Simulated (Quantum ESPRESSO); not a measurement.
# PSi2O5N: finding a planted mistake in a log

Computed values, not a measurement. The program is pw.x of Quantum ESPRESSO 7.5 (plane-wave density functional theory). The cell is made up: 9 atoms on a quartz lattice, with randomly drawn elements, strain and displacements, not relaxed. PseudoDojo standard norm-conserving files (v0.5 for PBE, v0.4.1 for LDA and PBEsol) set the functional; there is no spin polarisation, spin-orbit coupling or dispersion term, and the masses in the input are unused placeholders.

Intended input:

```
&control calculation='scf', pseudo_dir='./dojo.nc.sr.pbe.v0_5.standard.upf', outdir='./o', disk_io='low', tprnfor=.true., tstress=.true. /
&system ibrav=0, nat=9, ntyp=4, nbnd=30, ecutwfc=84.00895049, nosym=.true., tot_charge=0,
 occupations='smearing', smearing='fd', degauss=0.0018374661
/
&electrons conv_thr=7.350e-09, electron_maxstep=60, /
ATOMIC_SPECIES
N 1.0 N.upf
O 1.0 O.upf
P 1.0 P.upf
Si 1.0 Si.upf
CELL_PARAMETERS angstrom
4.9352 -0.0625 0.0729
-2.5217 4.2506 -0.0576
0.08 -0.0269 5.3539
ATOMIC_POSITIONS angstrom
P 2.3695 -0.0358 3.6057
Si -1.1483 2.024 1.7456
Si 1.3239 2.1761 -0.0629
O 1.4145 1.1193 4.258
O 3.3746 0.497 2.4031
N 2.7705 2.407 0.6569
O 0.2623 1.7082 1.117
O -0.9392 3.1084 2.9
O 0.7471 3.585 4.7084
K_POINTS automatic
5 5 4 1 1 1
```

The log is shortened where brackets say so; the opening notice, blank lines, dates and the lines on written files are dropped, and the path of the files is cut. It prints rydbergs, bohrs and kilobars, and counts compression as positive stress. Where no state is partly filled, the Fermi energy that it prints is only some level between the filled and the empty states on the mesh, and need not lie in the true gap.

Log of the intended run:

```
     Program PWSCF v.7.5
     Parallel version (MPI & OpenMP), running on       4 processor cores
     Number of MPI processes:                 4
     Threads/MPI process:                     1
     [start-up lines left out]
     bravais-lattice index     =            0
     lattice parameter (alat)  =       9.3279  a.u.
     unit-cell volume          =     752.0395 (a.u.)^3
     number of atoms/cell      =            9
     number of atomic types    =            4
     number of electrons       =        48.00
     number of Kohn-Sham states=           30
     kinetic-energy cutoff     =      84.0090  Ry
     charge density cutoff     =     336.0358  Ry
     scf convergence threshold =      7.3E-09
     mixing beta               =       0.7000
     number of iterations used =            8  plain     mixing
     Exchange-correlation= PBE
                           (   1   4   3   4   0   0   0)
     [axes and pseudopotential details left out]
   Cartesian axes
     site n.     atom                  positions (alat units)
         1        P      tau(   1) = (   0.4800315  -0.0072526   0.7304704  )
         2        Si     tau(   2) = (  -0.2326314   0.4100375   0.3536371  )
         3        Si     tau(   3) = (   0.2682058   0.4408511  -0.0127428  )
         4        O      tau(   4) = (   0.2865603   0.2267564   0.8626184  )
         5        O      tau(   5) = (   0.6836524   0.1006861   0.4868385  )
         6        N      tau(   6) = (   0.5612692   0.4876286   0.1330799  )
         7        O      tau(   7) = (   0.0531388   0.3460603   0.2262904  )
         8        O      tau(   8) = (  -0.1902704   0.6297236   0.5875043  )
         9        O      tau(   9) = (   0.1513533   0.7262769   0.9538639  )
     number of k points=    50  Fermi-Dirac smearing, width (Ry)=  0.0018
                       cart. coord. in units 2pi/alat
        k(    1) = (   0.1005715   0.1773462   0.1146345), wk =   0.0400000
        k(    2) = (   0.0971801   0.1784583   0.3451832), wk =   0.0400000
     [further k points left out]
     Dense  grid:    78303 G-vectors     FFT dimensions: (  60,  60,  60)
     Estimated max dynamical RAM per process >     160.20 MB
     Estimated total dynamical RAM >     583.43 MB
     Initial potential from superposition of free atoms
     starting charge      47.9986, renormalised to      48.0000
     Starting wfcs are   36 randomized atomic wfcs
     total cpu time spent up to now is        2.3 secs
     per-process dynamical memory:   126.0 Mb
     Self-consistent Calculation
     iteration #  1     ecut=    84.01 Ry     beta= 0.70
     Davidson diagonalization with overlap
     ethr =  1.00E-02,  avg # of iterations =  3.0
     total cpu time spent up to now is        6.0 secs
     total energy              =    -216.10524111 Ry
     estimated scf accuracy    <       2.83625779 Ry
     iteration #  2     ecut=    84.01 Ry     beta= 0.70
     Davidson diagonalization with overlap
     ethr =  5.91E-03,  avg # of iterations =  3.0
     total cpu time spent up to now is        9.5 secs
     total energy              =    -216.43839632 Ry
     estimated scf accuracy    <       3.32172657 Ry
     [iterations 3 to 10 left out]
     iteration # 11     ecut=    84.01 Ry     beta= 0.70
     Davidson diagonalization with overlap
     ethr =  3.23E-10,  avg # of iterations =  3.1
     total cpu time spent up to now is       38.6 secs
     total energy              =    -217.30845559 Ry
     estimated scf accuracy    <       0.00000001 Ry
     iteration # 12     ecut=    84.01 Ry     beta= 0.70
     Davidson diagonalization with overlap
     ethr =  2.52E-11,  avg # of iterations =  2.1
     total cpu time spent up to now is       41.8 secs
     End of self-consistent calculation
     [lines on levels left out]
     the Fermi energy is     6.6695 ev
!    total energy              =    -217.30845559 Ry
     estimated scf accuracy    <          1.3E-09 Ry
     smearing contrib. (-TS)   =       0.00000000 Ry
     internal energy E=F+TS    =    -217.30845559 Ry
     The total energy is F=E-TS. E is the sum of the following terms:
     one-electron contribution =     -94.98992435 Ry
     hartree contribution      =      73.16718494 Ry
     xc contribution           =     -59.40723398 Ry
     ewald contribution        =    -136.07848221 Ry
     convergence has been achieved in  12 iterations
     Forces acting on atoms (cartesian axes, Ry/au):
     atom    1 type  3   force =     0.11362068    0.04008585    0.03147123
     atom    2 type  4   force =    -0.04642422   -0.00876644   -0.16949007
     atom    3 type  4   force =     0.03220692    0.24650363    0.37551481
     atom    4 type  2   force =     0.05005815   -0.34758130   -0.35653878
     atom    5 type  2   force =    -0.10185404   -0.08009846    0.17321427
     atom    6 type  1   force =    -0.03060229    0.03808488   -0.03692535
     atom    7 type  2   force =     0.06871929   -0.01283234   -0.01895490
     atom    8 type  2   force =    -0.02823626    0.05821726    0.08859419
     atom    9 type  2   force =    -0.05748823    0.06638693   -0.08688540
     Total force =     0.763416     Total SCF correction =     0.000047
     Computing stress (Cartesian axis) and pressure
          total   stress  (Ry/bohr**3)                   (kbar)     P=       85.78
   0.00021514   0.00032735   0.00025524           31.65       48.15       37.55
   0.00032735   0.00094222   0.00086111           48.15      138.61      126.67
   0.00025524   0.00086111   0.00059200           37.55      126.67       87.09
     init_run     :      2.20s CPU      2.28s WALL (       1 calls)
     electrons    :     39.33s CPU     39.49s WALL (       1 calls)
     forces       :      0.66s CPU      0.67s WALL (       1 calls)
     stress       :      2.18s CPU      2.18s WALL (       1 calls)
     [timing details left out]
     PWSCF        :     44.45s CPU     44.73s WALL
     JOB DONE.
```

A second run was made from an input with one planted mistake. Its log:

```
     Program PWSCF v.7.5
     Parallel version (MPI & OpenMP), running on       4 processor cores
     Number of MPI processes:                 4
     Threads/MPI process:                     1
     [start-up lines left out]
     bravais-lattice index     =            0
     lattice parameter (alat)  =       9.3279  a.u.
     unit-cell volume          =     752.0395 (a.u.)^3
     number of atoms/cell      =            9
     number of atomic types    =            4
     number of electrons       =        48.00
     number of Kohn-Sham states=           30
     kinetic-energy cutoff     =      84.0090  Ry
     charge density cutoff     =     336.0358  Ry
     scf convergence threshold =      7.3E-09
     mixing beta               =       0.7000
     number of iterations used =            8  plain     mixing
     Exchange-correlation= PBE
                           (   1   4   3   4   0   0   0)
     [axes and pseudopotential details left out]
   Cartesian axes
     site n.     atom                  positions (alat units)
         1        Si     tau(   1) = (   0.4800315  -0.0072526   0.7304704  )
         2        Si     tau(   2) = (  -0.2326314   0.4100375   0.3536371  )
         3        P      tau(   3) = (   0.2682058   0.4408511  -0.0127428  )
         4        O      tau(   4) = (   0.2865603   0.2267564   0.8626184  )
         5        O      tau(   5) = (   0.6836524   0.1006861   0.4868385  )
         6        N      tau(   6) = (   0.5612692   0.4876286   0.1330799  )
         7        O      tau(   7) = (   0.0531388   0.3460603   0.2262904  )
         8        O      tau(   8) = (  -0.1902704   0.6297236   0.5875043  )
         9        O      tau(   9) = (   0.1513533   0.7262769   0.9538639  )
     number of k points=    50  Fermi-Dirac smearing, width (Ry)=  0.0018
                       cart. coord. in units 2pi/alat
        k(    1) = (   0.1005715   0.1773462   0.1146345), wk =   0.0400000
        k(    2) = (   0.0971801   0.1784583   0.3451832), wk =   0.0400000
     [further k points left out]
     Dense  grid:    78303 G-vectors     FFT dimensions: (  60,  60,  60)
     Estimated max dynamical RAM per process >     160.20 MB
     Estimated total dynamical RAM >     583.43 MB
     Initial potential from superposition of free atoms
     starting charge      47.9986, renormalised to      48.0000
     Starting wfcs are   36 randomized atomic wfcs
     total cpu time spent up to now is        2.3 secs
     per-process dynamical memory:   122.7 Mb
     Self-consistent Calculation
     iteration #  1     ecut=    84.01 Ry     beta= 0.70
     Davidson diagonalization with overlap
     ethr =  1.00E-02,  avg # of iterations =  3.0
     total cpu time spent up to now is        5.9 secs
     total energy              =    -216.36008821 Ry
     estimated scf accuracy    <       2.54928523 Ry
     iteration #  2     ecut=    84.01 Ry     beta= 0.70
     Davidson diagonalization with overlap
     ethr =  5.31E-03,  avg # of iterations =  2.8
     total cpu time spent up to now is        9.3 secs
     total energy              =    -217.07020209 Ry
     estimated scf accuracy    <       1.77748830 Ry
     [iterations 3 to 10 left out]
     iteration # 11     ecut=    84.01 Ry     beta= 0.70
     Davidson diagonalization with overlap
     ethr =  4.26E-11,  avg # of iterations =  4.0
     total cpu time spent up to now is       39.6 secs
     total energy              =    -217.41901544 Ry
     estimated scf accuracy    <       0.00000002 Ry
     iteration # 12     ecut=    84.01 Ry     beta= 0.70
     Davidson diagonalization with overlap
     ethr =  3.36E-11,  avg # of iterations =  2.0
     total cpu time spent up to now is       42.2 secs
     End of self-consistent calculation
     [lines on levels left out]
     the Fermi energy is     5.5337 ev
!    total energy              =    -217.41901544 Ry
     estimated scf accuracy    <          1.5E-09 Ry
     smearing contrib. (-TS)   =       0.00000000 Ry
     internal energy E=F+TS    =    -217.41901544 Ry
     The total energy is F=E-TS. E is the sum of the following terms:
     one-electron contribution =     -94.90892978 Ry
     hartree contribution      =      73.32303601 Ry
     xc contribution           =     -59.46470501 Ry
     ewald contribution        =    -136.36841667 Ry
     convergence has been achieved in  12 iterations
     Forces acting on atoms (cartesian axes, Ry/au):
     atom    1 type  4   force =     0.13021844    0.07767609   -0.02901582
     atom    2 type  4   force =    -0.06779543   -0.03391639   -0.01537864
     atom    3 type  3   force =     0.06733602    0.22048697    0.30642308
     atom    4 type  2   force =    -0.03582119   -0.09590565   -0.13831831
     atom    5 type  2   force =    -0.03276599    0.00557060    0.08125975
     atom    6 type  1   force =    -0.18281338    0.02820964   -0.14264937
     atom    7 type  2   force =     0.15749240    0.00206413   -0.11657893
     atom    8 type  2   force =    -0.11584662   -0.09614075   -0.02574407
     atom    9 type  2   force =     0.07999575   -0.10804466    0.08000230
     Total force =     0.595771     Total SCF correction =     0.000035
     Computing stress (Cartesian axis) and pressure
          total   stress  (Ry/bohr**3)                   (kbar)     P=       75.42
   0.00024638   0.00022672   0.00015054           36.24       33.35       22.15
   0.00022672   0.00067048   0.00070547           33.35       98.63      103.78
   0.00015054   0.00070547   0.00062121           22.15      103.78       91.38
     init_run     :      2.17s CPU      2.25s WALL (       1 calls)
     electrons    :     39.79s CPU     39.94s WALL (       1 calls)
     forces       :      0.63s CPU      0.64s WALL (       1 calls)
     stress       :      2.05s CPU      2.05s WALL (       1 calls)
     [timing details left out]
     PWSCF        :     44.73s CPU     44.96s WALL
     JOB DONE.
```

Question: what was wrong in the second input?

Answer: two atoms have their elements exchanged. The input lines that differ, file-writing options aside:

```
- P 2.3695 -0.0358 3.6057
+ Si 2.3695 -0.0358 3.6057
- Si 1.3239 2.1761 -0.0629
+ P 1.3239 2.1761 -0.0629
```

```
                                            intended run  run with the mistake
                          free energy (eV)     -2956.632             -2958.136
                    smearing term -TS (eV)        0.0000                0.0000
                            pressure (GPa)          8.58                  7.54
            largest force component (eV/Å)         9.655                 7.878
largest change of a force component (eV/Å)                               6.471
                                iterations            12                    12
```

For scale, a rerun of the intended cell at 1437 eV and a 7 x 7 x 6 mesh moved values by no more than 0.003 eV in energy, 0.03 GPa in stress and 0.002 eV/Å in force.